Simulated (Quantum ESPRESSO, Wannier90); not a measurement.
## Wannier functions of Ga$_{2}$AsP (R3m)

Materials Project entry mp-1224789; symmetrised, unrelaxed at this level. Not found in the COD (Crystallography Open Database) copy used; not checked further. Level: PBEsol, spinors with spin-orbit coupling; pw.x of Quantum ESPRESSO at 68 Ry with PseudoDojo potentials, 4×4×4 k-points, Wannier90. Density: 10×10×10 mesh, cold smearing 0.01 Ry.

On the energy scale of pw.x, whose zero is arbitrary, the valence-band maximum lies at 8.27 eV.

Input w.win:

```
num_bands = 52
num_wann = 32
exclude_bands = 1-30
spinors = true
num_iter = 1000
conv_tol = 1.0e-6
conv_window = 4
dis_num_iter = 1000
dis_conv_tol = 1.0e-6
write_hr = true
write_u_matrices = true
begin projections
f=-0.01061,0.00547,0.01306: s;p
f=-0.49728,-0.50656,0.48856: s;p
f=-0.38381,-0.36039,0.12490: s;p
f=0.12117,0.12821,-0.36765: s;p
end projections
begin unit_cell_cart
ang
   -1.9651101380    3.4036706015    0.0000000000
   -3.9302202761    0.0000000000    0.0000000000
   -1.9651101380    1.1345568672    6.4172630000
end unit_cell_cart
begin atoms_frac
Ga  -0.0024430000 -0.0024430000  0.0073290000
Ga  -0.4975070000 -0.4975070000  0.4925210000
P   -0.3749770000 -0.3749770000  0.1249310000
As   0.1249300000  0.1249300000 -0.3747900000
end atoms_frac
mp_grid = 4 4 4
begin kpoints
0.0000000000 0.0000000000 0.0000000000
0.0000000000 0.0000000000 0.2500000000
0.0000000000 0.0000000000 0.5000000000
... (61 more lines: the 4x4x4 mesh through Gamma)
end kpoints
```

Input of pw2wannier90.x that gives the overlap and projection files (equivalent; here they were cut from one run over all bands):

```
&inputpp
  outdir = './out'
  prefix = 'pwscf'
  seedname = 'w'
  write_amn = .true.
  write_mmn = .true.
/
```

Output w.wout (banner and timings cut):

```
                                    ------
                                    SYSTEM
                                    ------

                              Lattice Vectors (Ang)
                    a_1    -1.965110   3.403671   0.000000
                    a_2    -3.930220   0.000000   0.000000
                    a_3    -1.965110   1.134557   6.417263

                   Unit Cell Volume:      85.84485  (Ang^3)

                        Reciprocal-Space Vectors (Ang^-1)
                    b_1     0.000000   1.846003  -0.326369
                    b_2    -1.598685  -0.923001  -0.326369
                    b_3     0.000000   0.000000   0.979107

 *----------------------------------------------------------------------------*
 |   Site       Fractional Coordinate          Cartesian Coordinate (Ang)     |
 +----------------------------------------------------------------------------+
 | ga   1  -0.00244  -0.00244   0.00733   |    0.00000   0.00000   0.04703    |
 | ga   2  -0.49751  -0.49751   0.49252   |    1.96511  -1.13456   3.16064    |
 | p    1  -0.37498  -0.37498   0.12493   |    1.96511  -1.13456   0.80172    |
 | as   1   0.12493   0.12493  -0.37479   |   -0.00000  -0.00000  -2.40513    |
 *----------------------------------------------------------------------------*
                                ------------
                                K-POINT GRID
                                ------------

             Grid size =  4 x  4 x  4      Total points =   64

 *---------------------------------- MAIN ------------------------------------*
 |  Number of Wannier Functions               :                32             |
 |  Number of Objective Wannier Functions     :                32             |
 |  Number of input Bloch states              :                52             |
 |  Output verbosity (1=low, 5=high)          :                 1             |
 |  Timing Level (1=low, 5=high)              :                 1             |
 |  Optimisation (0=memory, 3=speed)          :                 3             |
 |  Length Unit                               :               Ang             |
 |  Post-processing setup (write *.nnkp)      :                 F             |
 |  Using Gamma-only branch of algorithms     :                 F             |
 *----------------------------------------------------------------------------*
 *------------------------------- WANNIERISE ---------------------------------*
 |  Total number of iterations                :              1000             |
 |  Number of CG steps before reset           :                 5             |
 |  Trial step length for line search         :             2.000             |
 |  Convergence tolerence                     :         0.100E-05             |
 |  Convergence window                        :                 4             |
 |  Iterations between writing output         :                 1             |
 |  Iterations between backing up to disk     :               100             |
 |  Write r^2_nm to file                      :                 F             |
 |  Write xyz WF centres to file              :                 F             |
 |  Write on-site energies <0n|H|0n> to file  :                 F             |
 |  Use guiding centre to control phases      :                 F             |
 |  Use phases for initial projections        :                 F             |
 *----------------------------------------------------------------------------*
 *------------------------------- DISENTANGLE --------------------------------*
 |  Using band disentanglement                :                 T             |
 |  Total number of iterations                :              1000             |
 |  Mixing ratio                              :             0.500             |
 |  Convergence tolerence                     :         1.000E-06             |
 |  Convergence window                        :                 3             |
 *----------------------------------------------------------------------------*
 *-------------------------------- PLOTTING ----------------------------------*
 |  Plotting Hamiltonian in WF basis          :                 T             |
 *----------------------------------------------------------------------------*

       ... (k-mesh section left out)

 Starting a new Wannier90 calculation ...

 Reading overlaps from w.mmn

 Reading projections from w.amn

 *------------------------------- DISENTANGLE --------------------------------*
 +----------------------------------------------------------------------------+
 |                              Energy  Windows                               |
 |                              ---------------                               |
 |                   Outer:   -4.53014  to   24.54059  (eV)                   |
 |                   No frozen states were specified                          |
 +----------------------------------------------------------------------------+
   Number of target bands to extract:   32

                   Unitarised projection of Wannier functions
                   ------------------------------------------
   A_mn = <psi_m|g_n> --> S = A.A^+ --> U = S^-1/2.A
   In dis_project... done
   No inner window (linner = F)

                   Extraction of optimally-connected subspace
                   ------------------------------------------
 +---------------------------------------------------------------------+<-- DIS
 |  Iter     Omega_I(i-1)      Omega_I(i)      Delta (frac.)           |<-- DIS
 +---------------------------------------------------------------------+<-- DIS
       1      47.26225212      44.19196012       6.948E-02    <-- DIS
       2      45.56519614      43.14084145       5.620E-02    <-- DIS
       3      44.27277519      42.54765705       4.055E-02    <-- DIS
       4      43.35125937      42.10441949       2.961E-02    <-- DIS
       5      42.68190227      41.75634015       2.217E-02    <-- DIS
       6      42.18219839      41.47493726       1.705E-02    <-- DIS
       ... (lines left out)
     101      39.40828996      39.40792619       9.231E-06    <-- DIS
       ... (lines left out)
     160      39.40358520      39.40354664       9.785E-07    <-- DIS
     161      39.40356333      39.40352608       9.453E-07    <-- DIS
     162      39.40354220      39.40350621       9.133E-07    <-- DIS

             <<<      Delta < 1.000E-06  over  3 iterations     >>>
             <<< Disentanglement convergence criteria satisfied >>>

        Final Omega_I    39.40350621 (Ang^2)

 +----------------------------------------------------------------------------+

 Writing checkpoint file w.chk... done

 *------------------------------- WANNIERISE ---------------------------------*
 +--------------------------------------------------------------------+<-- CONV
 | Iter  Delta Spread     RMS Gradient      Spread (Ang^2)            |<-- CONV
 +--------------------------------------------------------------------+<-- CONV

 ------------------------------------------------------------------------------
 Initial State
  WF centre and spread    1  ( -0.020701, -0.017036,  0.086300 )     1.78270516
  WF centre and spread    2  ( -0.020700, -0.017036,  0.086300 )     1.78270474
  WF centre and spread    3  ( -0.002102, -0.001332,  0.246835 )     2.48987654
  WF centre and spread    4  ( -0.002101, -0.001332,  0.246834 )     2.48987577
  WF centre and spread    5  (  0.025188,  0.187946, -0.018678 )     2.41390350
  WF centre and spread    6  (  0.025188,  0.187946, -0.018677 )     2.41390373
  WF centre and spread    7  (  0.000262, -0.175443, -0.016059 )     2.44839805
  WF centre and spread    8  (  0.000262, -0.175443, -0.016060 )     2.44839794
  WF centre and spread    9  (  2.007938, -1.137243,  3.133369 )     1.74856414
  WF centre and spread   10  (  2.007938, -1.137243,  3.133369 )     1.74856362
  WF centre and spread   11  (  1.966150, -1.134193,  3.454050 )     2.39092004
  WF centre and spread   12  (  1.966151, -1.134192,  3.454050 )     2.39091895
  WF centre and spread   13  (  1.923122, -0.877944,  3.135771 )     2.32259250
  WF centre and spread   14  (  1.923120, -0.877944,  3.135771 )     2.32259283
  WF centre and spread   15  (  1.965567, -1.398401,  3.136019 )     2.32859680
  WF centre and spread   16  (  1.965568, -1.398401,  3.136019 )     2.32859579
  WF centre and spread   17  (  1.928063, -1.162349,  0.808152 )     1.30475133
  WF centre and spread   18  (  1.928063, -1.162349,  0.808152 )     1.30475099
  WF centre and spread   19  (  1.961440, -1.137209,  0.590139 )     1.54940479
  WF centre and spread   20  (  1.961440, -1.137209,  0.590139 )     1.54940457
  WF centre and spread   21  (  1.995090, -1.271969,  0.895216 )     1.54885228
  WF centre and spread   22  (  1.995090, -1.271969,  0.895216 )     1.54885229
  WF centre and spread   23  (  1.960653, -0.974530,  0.894650 )     1.53458842
  WF centre and spread   24  (  1.960653, -0.974529,  0.894650 )     1.53458849
  WF centre and spread   25  ( -0.018601, -0.004337, -2.366595 )     1.37684879
  WF centre and spread   26  ( -0.018601, -0.004337, -2.366595 )     1.37684850
  WF centre and spread   27  ( -0.000048,  0.000094, -2.642052 )     1.74240952
  WF centre and spread   28  ( -0.000049,  0.000093, -2.642052 )     1.74240885
  WF centre and spread   29  (  0.017660, -0.111737, -2.355211 )     1.67567279
  WF centre and spread   30  (  0.017661, -0.111737, -2.355211 )     1.67567273
  WF centre and spread   31  ( -0.000508,  0.119216, -2.355333 )     1.67418059
  WF centre and spread   32  ( -0.000508,  0.119216, -2.355334 )     1.67418059
  Sum of centres and spreads ( 31.418348,-18.192932, 13.253146 )    60.66452559

      0     0.607E+02     0.0000000000       60.6645255934  <-- CONV
        O_D=      0.1087916 O_OD=     21.1522278 O_TOT=     60.6645256 <-- SPRD
 ------------------------------------------------------------------------------
      1    -0.774E+00     0.8292458958       59.8902527925  <-- CONV
        O_D=      0.1277115 O_OD=     20.3590351 O_TOT=     59.8902528 <-- SPRD
      2    -0.666E+00     1.1218732241       59.2244921405  <-- CONV
        O_D=      0.1143278 O_OD=     19.7066582 O_TOT=     59.2244921 <-- SPRD
      3    -0.275E+00     0.7351139325       58.9498780077  <-- CONV
        O_D=      0.1077608 O_OD=     19.4386110 O_TOT=     58.9498780 <-- SPRD
      4    -0.200E+00     0.5665086929       58.7501385258  <-- CONV
        O_D=      0.1017523 O_OD=     19.2448801 O_TOT=     58.7501385 <-- SPRD
      5    -0.315E+00     0.5660115132       58.4355364651  <-- CONV
        O_D=      0.1118187 O_OD=     18.9202116 O_TOT=     58.4355365 <-- SPRD
       ... (lines left out)
    100    -0.445E-04     0.0088122306       45.2558102298  <-- CONV
        O_D=      0.0501460 O_OD=      5.8021580 O_TOT=     45.2558102 <-- SPRD
       ... (lines left out)
    137    -0.779E-06     0.0011506755       45.2554148096  <-- CONV
        O_D=      0.0501346 O_OD=      5.8017740 O_TOT=     45.2554148 <-- SPRD
    138    -0.721E-06     0.0010660859       45.2554140889  <-- CONV
        O_D=      0.0501345 O_OD=      5.8017734 O_TOT=     45.2554141 <-- SPRD
    139    -0.641E-06     0.0014712204       45.2554134476  <-- CONV
        O_D=      0.0501344 O_OD=      5.8017728 O_TOT=     45.2554134 <-- SPRD
             <<<     Delta < 1.000E-06  over  4 iterations     >>>
             <<< Wannierisation convergence criteria satisfied >>>
 Final State
  WF centre and spread    1  ( -0.655546,  0.377718, -0.180786 )     1.64191186
  WF centre and spread    2  ( -0.655546,  0.377718, -0.180785 )     1.64191236
  WF centre and spread    3  ( -0.001361, -0.001021,  0.838077 )     1.61979707
  WF centre and spread    4  ( -0.001359, -0.001020,  0.838076 )     1.61979696
  WF centre and spread    5  (  0.655551,  0.378383, -0.179823 )     1.64117090
  WF centre and spread    6  (  0.655550,  0.378383, -0.179824 )     1.64117104
  WF centre and spread    7  ( -0.000582, -0.756539, -0.180939 )     1.64203113
  WF centre and spread    8  ( -0.000583, -0.756539, -0.180940 )     1.64203055
  WF centre and spread    9  (  2.652137, -0.738019,  2.969174 )     1.59590698
  WF centre and spread   10  (  2.652135, -0.738018,  2.969172 )     1.59590727
  WF centre and spread   11  (  1.965933, -1.134063,  3.959488 )     1.59624426
  WF centre and spread   12  (  1.965935, -1.134062,  3.959487 )     1.59624395
  WF centre and spread   13  (  1.277634, -0.737656,  2.970358 )     1.59576890
  WF centre and spread   14  (  1.277633, -0.737656,  2.970360 )     1.59576857
  WF centre and spread   15  (  1.965205, -1.928472,  2.970616 )     1.59589348
  WF centre and spread   16  (  1.965207, -1.928472,  2.970617 )     1.59589253
  WF centre and spread   17  (  1.440964, -1.437392,  1.015215 )     1.15817170
  WF centre and spread   18  (  1.440964, -1.437392,  1.015216 )     1.15817144
  WF centre and spread   19  (  1.964075, -1.135230,  0.143772 )     1.08608571
  WF centre and spread   20  (  1.964075, -1.135231,  0.143772 )     1.08608580
  WF centre and spread   21  (  2.488955, -1.438013,  1.015158 )     1.15798022
  WF centre and spread   22  (  2.488956, -1.438013,  1.015157 )     1.15798028
  WF centre and spread   23  (  1.964304, -0.529191,  1.015366 )     1.15789232
  WF centre and spread   24  (  1.964305, -0.529191,  1.015366 )     1.15789240
  WF centre and spread   25  ( -0.515259, -0.298107, -2.219722 )     1.28708946
  WF centre and spread   26  ( -0.515258, -0.298108, -2.219721 )     1.28708940
  WF centre and spread   27  ( -0.000067,  0.000021, -3.077346 )     1.27767526
  WF centre and spread   28  ( -0.000068,  0.000020, -3.077346 )     1.27767487
  WF centre and spread   29  (  0.515868, -0.297089, -2.220050 )     1.28708650
  WF centre and spread   30  (  0.515869, -0.297088, -2.220051 )     1.28708643
  WF centre and spread   31  ( -0.000311,  0.595298, -2.219912 )     1.28700203
  WF centre and spread   32  ( -0.000311,  0.595298, -2.219912 )     1.28700184
  Sum of centres and spreads ( 31.435005,-18.158743, 13.237291 )    45.25541345

         Spreads (Ang^2)       Omega I      =    39.403506208
        ================       Omega D      =     0.050134441
                               Omega OD     =     5.801772799
    Final Spread (Ang^2)       Omega Total  =    45.255413448
```
